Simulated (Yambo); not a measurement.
CdS (wurtzite, space group P6_3mc, No. 186), G0W0@LDA in Yambo with this input:

```
rim_cut
gw0
dyson
el_el_corr
HF_and_locXC
ppa
em1d
RandQpts= 1000000
RandGvec= 1 Ry
EXXRLvcs= 102 Ry
VXCRLvcs= 408 Ry
Chimod= "HARTREE"
% BndsRnXp
 9 | 195 |
%
NGsBlkXp= 8 Ry
% LongDrXp
 1.0 | 1.0 | 1.0 |
%
PPAPntXp= 27.2114 eV
% GbndRnge
 1 | 195 |
%
GTermKind= "BG"
DysSolver= "n"
ExtendOut
```

On a 3×3×2 mesh, with wavefunctions cut at 102 Ry, the gap (Γ → Γ) is 2.312 eV and the valence edge shifts by -0.795 eV.

Question: What happens with this change: 92 bands in W?

Answer: The gap rises by 0.043 eV, to 2.355 eV; the shift of the valence edge becomes -0.654 eV. Neither run is shown to be the converged limit.

Spin-orbit coupling is not included.

Geometry relaxed with LDA; primitive cell a = b = 4.077 Å, c = 6.633 Å, α = β = 90.00°, γ = 120.00°.

A shift is the quasiparticle energy of the state minus its LDA energy.
